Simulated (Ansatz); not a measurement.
# Structure relaxation, InSe

The start is a randomly generated symmetric cell of InSe (space group No. 191). The structure is fully relaxed (lattice and positions, P = 0) with PBEsol (plane waves to 420 eV, PAW, scalar-relativistic; Ansatz, a program for electronic structure). The first steps use a coarse 7×7×4 k-mesh.

Starting cell:
```yaml
crystal:
  lattice:
    - [3.98979, 0.00000, 0.00000]
    - [-1.99490, 3.45526, 0.00000]
    - [0.00000, 0.00000, 5.76432]
  atoms:
    - { symbol: In, position: [0.00000, 0.00000, 0.00000] }
    - { symbol: Se, position: [0.00000, 0.00000, 0.50000] }
```

What pressure does the first self-consistent step give?

-5 GPa (negative: the cell is under tension).

By how much does the energy per atom fall from start to end?

0.60 to 0.63 eV/atom (the two k-meshes of the run give this range).

How does the volume change?

-42.3 %, from 39.73 to 22.95 Å³/atom.

Is the relaxed structure metallic? Give its gap.

No gap (metallic).

Write out the relaxed structure.


Space group P6/mmm (No. 191); a = 3.037 Å, b = 3.037 Å, c = 5.745 Å, α = 90.00°, β = 90.00°, γ = 120.00°

```json
[
 {"atom": "In", "site": "1a", "symmetry": "6/mmm", "x": "0.0000", "y": "0.0000", "z": "0.0000"},
 {"atom": "Se", "site": "1b", "symmetry": "6/mmm", "x": "0.0000", "y": "0.0000", "z": "0.5000"}
]
```

The space group stays P6/mmm (No. 191) (the run could not lower it), with 2 atoms in the primitive cell. Final values are on a 18×18×8 k-mesh of the relaxed cell. No spin polarisation in the result. The relaxed primitive cell holds an odd number of electrons. A magnetic state may lie lower.

The run could not lose the symmetry of its start: the end is stationary, and may be a saddle point rather than a minimum.

All atoms sit on sites fixed by symmetry, so only the cell could relax.

The relaxed structure here is a generated cell of InSe: the first start was made by a random draw of sites in a space group, and the end was not matched to a known phase here, so it may be hypothetical. Known forms of InSe include space group No. 194.
